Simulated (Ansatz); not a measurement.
Relaxed-ion elastic tensor of WC in space group Pm-3m (No. 221; W on 3c, C on 3d) in GPa (Voigt order), PBEsol in the plane-wave PAW code Ansatz; density 13.31 g/cm³, 12.22 Å³ per atom.

|  | 1 | 2 | 3 | 4 | 5 | 6 |
|---|---|---|---|---|---|---|
| 1 | 636 | 149 | 149 | 0.0 | 0.0 | 0.0 |
| 2 | 149 | 636 | 149 | 0.0 | 0.0 | 0.0 |
| 3 | 149 | 149 | 636 | 0.0 | 0.0 | 0.0 |
| 4 | 0.0 | 0.0 | 0.0 | 85.7 | 0.0 | 0.0 |
| 5 | 0.0 | 0.0 | 0.0 | 0.0 | 85.7 | 0.0 |
| 6 | 0.0 | 0.0 | 0.0 | 0.0 | 0.0 | 85.7 |

Problem. Is the crystal mechanically stable?

Solution. Yes: the smallest eigenvalue of C is 85.7 GPa.

Problem. Work out the Voigt, Reuss and Hill averages.

Solution. K_V = 311, K_R = 311, K_H = 311; G_V = 149, G_R = 116, G_H = 132 GPa.

Problem. Give Young's modulus, Poisson's ratio, Pugh's ratio and the universal anisotropy index.

Solution. E = 9KG/(3K + G) = 348 GPa; ν = 0.31; K/G = 2.35 (ductile by the Pugh limit of 1.75); A_U = 5G_V/G_R + K_V/K_R − 6 = 1.44.

Problem. Estimate the sound speeds and the Debye temperature.

Solution. v_l = √((K + 4G/3)/ρ) = 6050 m/s, v_t = √(G/ρ) = 3150 m/s, mean 3530 m/s; Θ = (h/k)(3n/4πV)^(1/3) v_m = 456 K.

Problem. Give the Zener ratio and Young's modulus along [100], [110] and [111].

Solution. A = 2C44/(C11 − C12) = 0.35; 1/E = S11 − 2(S11 − S12 − S44/2)Γ with Γ = 0, 1/4, 1/3 gives 580, 276, 235 GPa.

Problem. Solve the Christoffel equation for the three sound speeds along [100], [110], [111].

Solution. Eigenvalues of C_ijkl n_j n_l equal ρv². In km/s, slowest first: [100] 2.54, 2.54, 6.91; [110] 2.54, 4.28, 5.99; [111] 3.79, 3.79, 5.65.

The start of the workflow was typed in or built on a structure type; neither database checked (COD, Materials Project) lists it. It is not the phase usual at ambient conditions (space group No. 187). The cell was relaxed with PBEsol under the symmetry of its start; whether a distortion lowers the energy is not shown. The run is not spin-polarised. Its formation energy is positive at this level, so the cell may be metastable or incomplete. As this level gives no gap, shear constants depend on the k-mesh and smearing (Fermi–Dirac, 0.1 eV here). Scalar-relativistic: spin–orbit coupling is off unless named, which matters more the heavier the elements.

Potentials: the earlier of the program's two PAW sets. The files were generated under PBE; for other functionals the program regenerates the frozen cores, and for LDA and PBEsol the local potential too.
